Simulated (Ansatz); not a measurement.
The elements of this relaxed trial crystal are hidden behind letters.

```
lattice vectors (Å)
   3.3000    0.0000    0.0000
   0.0000    4.7045    0.0000
   0.0000    0.0000   10.0256
fractional positions
X 0.5000 0.5000 0.5000
Z 0.0000 0.0000 0.0000
Z 0.5000 0.5000 0.1732
Z 0.0000 0.0000 0.3382
Z 0.0000 0.0000 0.6618
Z 0.5000 0.5000 0.8268
Q 0.0000 0.5000 0.0000
Q 0.5000 0.0000 0.1686
Q 0.0000 0.5000 0.3535
Q 0.5000 0.0000 0.5000
Q 0.0000 0.5000 0.6465
Q 0.5000 0.0000 0.8314
```

Level of theory: DFT PBE, scalar-relativistic, plane waves, PAW in Ansatz. The final run on the 12-atom cell used 420 eV, a Γ-centred 12×8×4 mesh, 0.10 eV smearing and no spin polarisation.

```
Space group                                : Pmmm (No. 47)
Conventional cell                          : a = 3.300 Å, b = 4.705 Å, c = 10.026 Å
Volume per atom                            : 12.97 Å³
Density                                    : 7.28 g/cm³
Formation energy                           : −1.25 eV/atom
Gap on the 12×8×4 mesh of the 12-atom cell : 0 eV (the bands overlap slightly)
```

Energies are uncorrected and count from the elements' standard states at the same level.

Problem. X is an s-block element of period 3, Z is a d-block element of period 5 and Q is a p-block element of period 2. Which elements are they?

Solution. X = Mg, Z = Cd, Q = O, so the formula is MgCd5O6. Density times volume gives a mean mass of 7.28 × 12.97/1.6605 = 56.9 u per atom, and this set has 56.9 u. Among the elements that the hints allow, noble gases aside, only these give it. Mg has 4 O at 2.21 Å and 2 O at 2.35 Å; Cd on a site of symmetry mmm is surrounded by 6 O at 2.35–2.36 Å; O on a site of symmetry mmm has 6 Cd at 2.35–2.40 Å; 5 more sites not described.

The zero gap may come from the functional, which often closes small gaps. Symmetry constrained the relaxation, so the result can be a saddle point.
